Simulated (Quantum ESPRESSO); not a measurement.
## TaNb2O7F (input and log of a self-consistent run)

Computed values, not a measurement. The program is pw.x of Quantum ESPRESSO 7.5 (plane-wave density functional theory). The cell is made up: 11 atoms on a fluorite lattice with one site empty, with randomly drawn elements, strain and displacements, not relaxed. PseudoDojo standard norm-conserving files (v0.5 for PBE, v0.4.1 for LDA and PBEsol) set the functional; there is no spin polarisation, spin-orbit coupling or dispersion term, and the masses in the input are unused placeholders. A spin-polarised start on this cell or one of its family kept no moment above 0.05 Bohr magneton at the same smearing; a narrower smearing was not tried.

Input:

```
&control calculation='scf', pseudo_dir='./dojo.nc.sr.pbe.v0_5.standard.upf', outdir='./o', disk_io='low', tprnfor=.true., tstress=.true. /
&system ibrav=0, nat=11, ntyp=4, nbnd=50, ecutwfc=84.00895049, nosym=.true., tot_charge=0,
 occupations='smearing', smearing='fd', degauss=0.0018374661
/
&electrons conv_thr=7.350e-09, electron_maxstep=60, /
ATOMIC_SPECIES
F 1.0 F.upf
Nb 1.0 Nb.upf
O 1.0 O.upf
Ta 1.0 Ta.upf
CELL_PARAMETERS angstrom
4.8922 0.0 0.0
0.0 4.8922 0.0
0.0 0.0 5.0171
ATOMIC_POSITIONS angstrom
Ta -0.0393 0.0248 -0.0043
Nb -0.026 2.3884 2.5398
Nb 2.3567 2.4268 0.0071
O 1.2093 1.199 1.2234
O 1.2473 1.2106 3.7265
O 1.2694 3.6922 1.2775
O 1.2807 3.6513 3.7755
O 3.6391 1.2504 1.2407
F 3.7044 1.2336 3.7477
O 3.7119 3.6999 1.2639
O 3.7447 3.6052 3.8604
K_POINTS automatic
5 5 4 1 1 1
```

The log is shortened where brackets say so; the opening notice, blank lines, dates and the lines on written files are dropped, and the path of the files is cut. It prints rydbergs, bohrs and kilobars, and counts compression as positive stress. With no partly filled state, the Fermi energy that it prints is only some level between the filled and the empty states on the mesh, and need not lie in the true gap.

```
     Program PWSCF v.7.5
     Parallel version (MPI & OpenMP), running on       4 processor cores
     Number of MPI processes:                 4
     Threads/MPI process:                     1
     [start-up lines left out]
     bravais-lattice index     =            0
     lattice parameter (alat)  =       9.2449  a.u.
     unit-cell volume          =     810.3223 (a.u.)^3
     number of atoms/cell      =           11
     number of atomic types    =            4
     number of electrons       =        88.00
     number of Kohn-Sham states=           50
     kinetic-energy cutoff     =      84.0090  Ry
     charge density cutoff     =     336.0358  Ry
     scf convergence threshold =      7.3E-09
     mixing beta               =       0.7000
     number of iterations used =            8  plain     mixing
     Exchange-correlation= PBE
                           (   1   4   3   4   0   0   0)
     [axes and pseudopotential details left out]
   Cartesian axes
     site n.     atom                  positions (alat units)
         1        Ta     tau(   1) = (  -0.0080332   0.0050693  -0.0008790  )
         2        Nb     tau(   2) = (  -0.0053146   0.4882057   0.5191529  )
         3        Nb     tau(   3) = (   0.4817260   0.4960549   0.0014513  )
         4        O      tau(   4) = (   0.2471894   0.2450840   0.2500715  )
         5        O      tau(   5) = (   0.2549569   0.2474551   0.7617227  )
         6        O      tau(   6) = (   0.2594743   0.7547116   0.2611300  )
         7        O      tau(   7) = (   0.2617841   0.7463513   0.7717387  )
         8        O      tau(   8) = (   0.7438576   0.2555905   0.2536078  )
         9        F      tau(   9) = (   0.7572053   0.2521565   0.7660562  )
        10        O      tau(  10) = (   0.7587384   0.7562855   0.2583500  )
        11        O      tau(  11) = (   0.7654430   0.7369282   0.7890928  )
     number of k points=    50  Fermi-Dirac smearing, width (Ry)=  0.0018
                       cart. coord. in units 2pi/alat
        k(    1) = (   0.1000000   0.1000000   0.1218881), wk =   0.0400000
        k(    2) = (   0.1000000   0.1000000   0.3656644), wk =   0.0400000
     [further k points left out]
     Dense  grid:    84299 G-vectors     FFT dimensions: (  54,  54,  60)
     Estimated max dynamical RAM per process >     241.84 MB
     Estimated total dynamical RAM >     905.62 MB
     Initial potential from superposition of free atoms
     starting charge      87.9944, renormalised to      88.0000
     Starting wfcs are   62 randomized atomic wfcs
     total cpu time spent up to now is        3.6 secs
     per-process dynamical memory:   180.4 Mb
     Self-consistent Calculation
     iteration #  1     ecut=    84.01 Ry     beta= 0.70
     Davidson diagonalization with overlap
     ethr =  1.00E-02,  avg # of iterations =  2.0
     total cpu time spent up to now is        9.2 secs
     total energy              =    -657.14052942 Ry
     estimated scf accuracy    <       6.71442374 Ry
     iteration #  2     ecut=    84.01 Ry     beta= 0.70
     Davidson diagonalization with overlap
     ethr =  7.63E-03,  avg # of iterations =  6.1
     total cpu time spent up to now is       18.7 secs
     total energy              =    -652.48360628 Ry
     estimated scf accuracy    <      53.98202167 Ry
     iteration #  3     ecut=    84.01 Ry     beta= 0.70
     Davidson diagonalization with overlap
     ethr =  7.63E-03,  avg # of iterations =  5.6
     total cpu time spent up to now is       27.4 secs
     total energy              =    -660.80983857 Ry
     estimated scf accuracy    <       1.55376974 Ry
     iteration #  4     ecut=    84.01 Ry     beta= 0.70
     Davidson diagonalization with overlap
     ethr =  1.77E-03,  avg # of iterations =  1.4
     total cpu time spent up to now is       32.4 secs
     total energy              =    -660.75274431 Ry
     estimated scf accuracy    <       0.80005506 Ry
     iteration #  5     ecut=    84.01 Ry     beta= 0.70
     Davidson diagonalization with overlap
     ethr =  9.09E-04,  avg # of iterations =  1.1
     total cpu time spent up to now is       37.2 secs
     total energy              =    -660.62079671 Ry
     estimated scf accuracy    <       0.42211077 Ry
     [iterations 6 to 15 left out]
     iteration # 16     ecut=    84.01 Ry     beta= 0.70
     Davidson diagonalization with overlap
     ethr =  3.54E-09,  avg # of iterations =  1.3
     total cpu time spent up to now is      108.0 secs
     total energy              =    -660.72061258 Ry
     estimated scf accuracy    <       0.00000109 Ry
     iteration # 17     ecut=    84.01 Ry     beta= 0.70
     Davidson diagonalization with overlap
     ethr =  1.23E-09,  avg # of iterations =  4.1
     total cpu time spent up to now is      114.4 secs
     total energy              =    -660.72061277 Ry
     estimated scf accuracy    <       0.00000003 Ry
     iteration # 18     ecut=    84.01 Ry     beta= 0.70
     Davidson diagonalization with overlap
     ethr =  3.60E-11,  avg # of iterations =  5.6
     total cpu time spent up to now is      123.2 secs
     total energy              =    -660.72061280 Ry
     estimated scf accuracy    <       0.00000004 Ry
     iteration # 19     ecut=    84.01 Ry     beta= 0.70
     Davidson diagonalization with overlap
     ethr =  3.60E-11,  avg # of iterations =  2.0
     total cpu time spent up to now is      128.4 secs
     total energy              =    -660.72061280 Ry
     estimated scf accuracy    <          8.2E-09 Ry
     iteration # 20     ecut=    84.01 Ry     beta= 0.70
     Davidson diagonalization with overlap
     ethr =  9.36E-12,  avg # of iterations =  5.0
     total cpu time spent up to now is      135.5 secs
     End of self-consistent calculation
          k = 0.1000 0.1000 0.1219 ( 10551 PWs)   bands (ev):
   -58.3645 -45.5673 -45.2700 -24.8691 -24.6848 -24.6770 -21.7954 -21.5586
   -21.5249 -21.3563 -21.2796 -21.2247 -14.3779  -7.7128  -6.5479  -6.4520
    -6.2052  -6.0023  -5.8551  -4.9993   2.5494   2.7207   3.3209   4.6119
     4.6799   5.0880   6.0751   6.3181   6.3955   6.6024   6.7101   6.9054
     7.7381   7.8465   8.2572   8.3644   9.4523   9.5122   9.8259   9.9990
    10.3067  10.5539  10.6354  11.4389  12.2361  12.3830  12.6657  12.9104
    13.3365  13.5714
     [levels at the other k points left out]
     the Fermi energy is    11.7955 ev
!    total energy              =    -660.72061280 Ry
     estimated scf accuracy    <          2.0E-09 Ry
     smearing contrib. (-TS)   =      -0.00000002 Ry
     internal energy E=F+TS    =    -660.72061278 Ry
     The total energy is F=E-TS. E is the sum of the following terms:
     one-electron contribution =    -159.13595131 Ry
     hartree contribution      =     130.69854555 Ry
     xc contribution           =    -150.94404548 Ry
     ewald contribution        =    -481.33916154 Ry
     convergence has been achieved in  20 iterations
     Forces acting on atoms (cartesian axes, Ry/au):
     atom    1 type  4   force =     0.07167188   -0.13121644    0.11792217
     atom    2 type  2   force =     0.08091241    0.12508914   -0.12013008
     atom    3 type  2   force =    -0.10124712    0.11630137    0.08777426
     atom    4 type  3   force =    -0.03918065    0.03540228   -0.03892928
     atom    5 type  3   force =    -0.04794987    0.02301275    0.03339523
     atom    6 type  3   force =    -0.03039427   -0.06242147   -0.05459497
     atom    7 type  3   force =    -0.03140130   -0.02584787    0.03742926
     atom    8 type  3   force =     0.04780119    0.01966886   -0.04745941
     atom    9 type  1   force =    -0.02862328   -0.04394968    0.00311265
     atom   10 type  3   force =     0.04809927   -0.02502684   -0.01658774
     atom   11 type  3   force =     0.03031173   -0.03101210   -0.00193210
     Total force =     0.369127     Total SCF correction =     0.000117
     Computing stress (Cartesian axis) and pressure
          total   stress  (Ry/bohr**3)                   (kbar)     P=      -62.76
  -0.00016755  -0.00004188  -0.00019032          -24.65       -6.16      -28.00
  -0.00004188  -0.00022918  -0.00022376           -6.16      -33.71      -32.92
  -0.00019032  -0.00022376  -0.00088314          -28.00      -32.92     -129.91
     init_run     :      3.39s CPU      3.50s WALL (       1 calls)
     electrons    :    131.36s CPU    131.89s WALL (       1 calls)
     forces       :      1.25s CPU      1.26s WALL (       1 calls)
     stress       :      4.29s CPU      4.30s WALL (       1 calls)
     [timing details left out]
     PWSCF        :   2m20.43s CPU   2m21.10s WALL
     JOB DONE.
```

In other units: free energy -8989.562 eV for the cell, pressure -6.28 GPa, largest force component 3.374 eV/Å. A rerun of the same cell at another strain at a cutoff of 1467 eV and k mesh 7 x 7 x 6 moved values by no more than 0.002 eV in energy, 0.08 GPa in stress and 0.005 eV/Å in force.